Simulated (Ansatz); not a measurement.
GaN (rock salt, Fm-3m) at seven volumes, LDA in the plane-wave PAW code Ansatz, scaled uniformly. One row is withheld.

| V (Å³/atom) | P (GPa) |
|---|---|
| 8.313 | 29.13 |
| 8.587 | 17.76 |
| 8.862 | 8.14 |
| 9.136 | 0.00 |
| 9.410 | ? |
| 9.684 | -12.69 |
| 9.958 | -17.59 |

Problem. Fit the shown pressures and predict the withheld one.

Solution. P = (3/2)B₀(x^(7/2) − x^(5/2))[1 + (3/4)(B′ − 4)(x − 1)] with x = (V₀/V)^(2/3). Least squares on the six rows gives V₀ = 9.136 Å³/atom, B₀ = 249 GPa, B′ = 4.56. At V = 9.410, x = 0.9805 and P = -6.88 GPa. The run itself gave -6.88 GPa.

This is a known high-pressure phase of the composition, computed here at zero pressure and temperature. Symmetry was held in the LDA relaxation; phonons on a q-mesh show no instability.

Potentials: the later of the program's two PAW sets.
